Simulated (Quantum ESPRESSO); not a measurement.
# Where does C sit best among Si sites?

These are calculations, not measurements. They come from pw.x of Quantum ESPRESSO 7.5, a plane-wave density functional program, with PseudoDojo standard norm-conserving files (v0.5 for PBE, v0.4.1 for LDA and PBEsol). The cells are made up: elements, strain and atom displacements were drawn at random, and nothing was relaxed. There is no spin polarisation, spin-orbit coupling or dispersion term.

The cell has 8 sites of a zincblende or diamond lattice. Sites 1 to 4 hold X X X X; sites 5 to 8 hold Si Si Si Si. Cell vectors in Å: (5.529, 0.051, -0.037); (0.051, 5.548, -0.027); (-0.037, -0.027, 5.623). Settings: PBE, cutoff 1116 eV, 4 x 4 x 4 k mesh shifted by half a step, Fermi-Dirac smearing of 0.025 eV.

In each run one of the sites marked X holds C and the others hold Si; cell and positions stay the same. E is the free energy of the cell.

| site of the guest | first shell | mean distance (Å) | E above the lowest (eV) | P (GPa) | force on the guest (eV/Å) |
| --- | --- | --- | --- | --- | --- |
| 1 | Si4 | 2.418 | 0.246 | -10.50 | 0.241 |
| 2 | Si4 | 2.392 | 0.000 | -11.05 | 0.725 |
| 3 | Si4 | 2.418 | 0.308 | -10.39 | 0.313 |
| 4 | Si4 | 2.422 | 0.317 | -10.36 | 0.254 |

A rerun of one of these cells at 1347 eV and k mesh 6 x 6 x 6 moved values by no more than 0.015 eV in the cell's energy, 0.06 GPa in stress and 0.006 eV/Å in force.

## Reading the table

Site 2 is lowest, by 0.246 eV, over three times the rerun's bound. A straight line of energy against the mean distance has a slope of 10.6 ± 1.3 eV/Å, so the guest costs less on the tighter sites. The positions are random and not relaxed, so the differences hold for this frozen cell and are not site preferences of a real crystal.